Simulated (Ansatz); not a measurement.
The start is a generated cell, WS2 built in the AFLOW prototype A2B_oF24_70_e_a (C54, as in TiSi2). A full variable-cell relaxation at zero pressure is run with r2SCAN (plane waves to 500 eV, PAW, scalar-relativistic; Ansatz, an electronic-structure program). First-step values are on the input's coarse k-mesh.

Ansatz input (later rounds restart from its end on a renewed k-mesh):
Ansatz 0.2 input:
```yaml
crystal:
  lattice:
    - [0, 4.5006052, 4.6548881]
    - [2.6131177, 0, 4.6548881]
    - [2.6131177, 4.5006052, 0]
  atoms:
    - { symbol: S, position: [0.6635, 0.3365, 0.6635] }
    - { symbol: S, position: [0.3365, 0.6635, 0.3365] }
    - { symbol: S, position: [0.5865, 0.9135, 0.5865] }
    - { symbol: S, position: [0.9135, 0.5865, 0.9135] }
    - { symbol: W, position: [0, 0, 0] }
    - { symbol: W, position: [0.25, 0.25, 0.25] }
basis: { ecutwfc: 500, ecutrho_ratio: 4, xc_grid: 4, fft_grid_basis: typed }
kpoints: { mp_grid: { grid: [6, 6, 6] } }
hamiltonian:
  xc: r2scan
  dispersion: none
  pseudopotentials: { azcp: { folder: ./paw }, kind: paw }
scf: { occupations: { method: fermi_dirac, width: 0.05 } }
relax: { f_tol: 0.01, max_steps: 100, cell: { stress_tol: 0.02 } }
output: { forces: true, stress: true }
```

Q: How large is the pressure on the unrelaxed cell, and of which sign?

A: -22 GPa (negative: the cell is under tension).

Q: What is the largest force in the starting geometry, and on which atom (counted from 1)?

A: About 1.1 eV/Å, on S1, S2, S3, S4 (atoms numbered as listed).

Q: How do the shortest distances between atoms change?

A: The closest pairs of elements (up to four, under 3.6 Å), start → end: S–S 2.76 → 2.54 Å; S–W 2.78 → 2.54 Å; W–W 3.49 → 3.38 Å.

Q: What band gap does the relaxed structure have at this level?

A: Zero (metallic).

Q: What does it relax into? Give the structure.

A: 
```cif
data_S16W8
_chemical_formula_sum 'S16 W8'
_space_group_name_H-M_alt 'Fddd :1'
_space_group_IT_number 70
_space_group_name_Hall 'F 2 2 -1d'
_cell_length_a 4.46662
_cell_length_b 7.75269
_cell_length_c 10.13459
_cell_angle_alpha 90.000
_cell_angle_beta 90.000
_cell_angle_gamma 90.000
loop_
_atom_site_label
_atom_site_type_symbol
_atom_site_symmetry_multiplicity
_atom_site_Wyckoff_symbol
_atom_site_fract_x
_atom_site_fract_y
_atom_site_fract_z
_atom_site_occupancy
S1 S 16 f 0.00000 0.32753 0.00000 1
W1 W 8 a 0.00000 0.00000 0.00000 1
```
(The calculation used a cell of 6 atoms; values per cell refer to that cell.)

The space group stays Fddd (No. 70) (the run could not lower it), with 6 atoms in the primitive cell. Final values are on a 13×13×13 k-mesh of the relaxed cell. No spin polarisation in the result.

The run could not lose the symmetry of its start: the end is stationary, and may be a saddle point rather than a minimum.

The relaxed structure here is a generated cell of WS2: the first start was made by placing the elements on the sites of a structure type, and the end was not matched to a known phase here, so it may be hypothetical. Known forms of WS2 include space group No. 194.
